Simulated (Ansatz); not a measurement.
MgS:
```
MgS
1.0
    6.94642     0.00000     0.00000
    0.00000     6.94642     0.00000
    0.00000     0.00000     6.94642
Mg S
6 6
Cartesian
  1.73660   0.00000   3.47321
  3.47321   1.73660   0.00000
  3.47321   5.20981   0.00000
  5.20981   0.00000   3.47321
  0.00000   3.47321   5.20981
  0.00000   3.47321   1.73660
  1.73660   3.47321   0.00000
  0.00000   1.73660   3.47321
  0.00000   5.20981   3.47321
  5.20981   3.47321   0.00000
  3.47321   0.00000   5.20981
  3.47321   0.00000   1.73660
```

Relaxed with r²SCAN.

Problem. Give the Bader charges and basin volumes of the independent atoms, DFT-r²SCAN in the program Ansatz with PAW potentials.

Solution. 

| atom | Bader charge (e) | Bader volume (Å³) |
|---|---|---|
| Mg1 | +1.68 | 6.6 |
| S7 | -1.68 | 43.1 |

Space group Pm-3n. The start of the workflow was typed in or built on a structure type; neither database checked (COD, Materials Project) lists it. COD files the formula under space group No. 225. Its standing as an ambient phase is unchecked. The r²SCAN relaxation kept the symmetry of its start; whether a distortion lowers the energy is not shown.

Potentials: the earlier of the program's two PAW sets.
